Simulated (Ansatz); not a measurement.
**Is this Cs2Br structure stable?**

The cell was found from a structure generator's guess, not taken from experiment.

The calculation used DFT PBE+D3(BJ), scalar-relativistic, plane waves, PAW in Ansatz. The final run on the 3-atom cell used 420 eV, a Γ-centred 12×12×6 mesh, 0.10 eV smearing and no spin polarisation.

```xyz
3
Lattice="5.1214 0.0000 0.0000 -2.5607 4.4352 0.0000 0.0000 0.0000 9.0111" Properties=species:S:1:pos:R:3 pbc="T T T"
Cs    2.5607    1.4784    2.1744
Cs    0.0000    2.9568    6.8367
Br    0.0000    0.0000    0.0000
```

Energies over the elements count from the elements' standard structures at the same level, with no fitted energy shifts. The references include crystalline Br.

Question: These tests were run: energy against the elements; phonons on a 2×2×1 q mesh. What do they show?

Answer:

| test | result |
| --- | --- |
| energy against the elements | −1.17 eV/atom |
| phonons on a 2×2×1 q mesh | no imaginary mode on the mesh |

It fails none of these tests. Other phases of the system weren't compared here, so this isn't yet thermodynamic stability.

An odd number of electrons in the primitive cell allows no gap without spin; a larger cell or a magnetic state could open one. The run for the phonons used a 12×12×6 k mesh and Fermi–Dirac smearing of 0.15 eV.
